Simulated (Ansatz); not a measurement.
Sc: clamped-ion strain scan

All numbers below come from DFT PBEsol, scalar-relativistic, plane waves, PAW in Ansatz 0.2.0. Cutoff 420 eV, Γ-centred 18×18×10 k-points, Gaussian smearing of 0.15 eV. No spin polarisation. Energies are free energies at this smearing, counted from the undisturbed cell; pressure is positive in compression.

The undisturbed cell (as given, not relaxed at this level; it stands at -2.8 GPa):

```
Sc
1.0
     3.30880    0.00000    0.00000
    -1.65440    2.86550    0.00000
     0.00000    0.00000    5.26800
Sc
2
Cartesian
  0.0000 1.9103 1.3170
  1.6544 0.9552 3.9510
```

The cell is strained by ε times the Voigt pattern (0, 0, 1, 0, 0, 0) (xx, yy, zz, yz, xz, xy; engineering shear) with fractional coordinates fixed. The cell is metallic on the mesh throughout.

```
      ε  ΔE (meV/atom) stress summed along the pattern (GPa, tension positive) pressure (GPa)
-0.0200           -9.1                                                     1.99            -1.8
-0.0150           -7.4                                                     2.47            -2.1
-0.0100              ?                                                        ?            -2.3
-0.0050           -2.8                                                     3.40            -2.5
 0.0000            0.0                                                     3.84            -2.8
 0.0050            3.2                                                     4.27            -3.0
 0.0100            6.6                                                     4.68            -3.2
 0.0150           10.4                                                     5.07            -3.4
 0.0175           12.5                                                        ?               ?
 0.0200              ?                                                     5.46               ?
```

(1) Give the withheld values.

Answers

(1) ΔE (meV/atom) at ε = -0.0100: -5.3; stress summed along the pattern (GPa, tension positive) at ε = -0.0100: 2.94; stress summed along the pattern (GPa, tension positive) at ε = 0.0175: 5.27; pressure (GPa) at ε = 0.0175: -3.5; ΔE (meV/atom) at ε = 0.0200: 14.6; pressure (GPa) at ε = 0.0200: -3.6.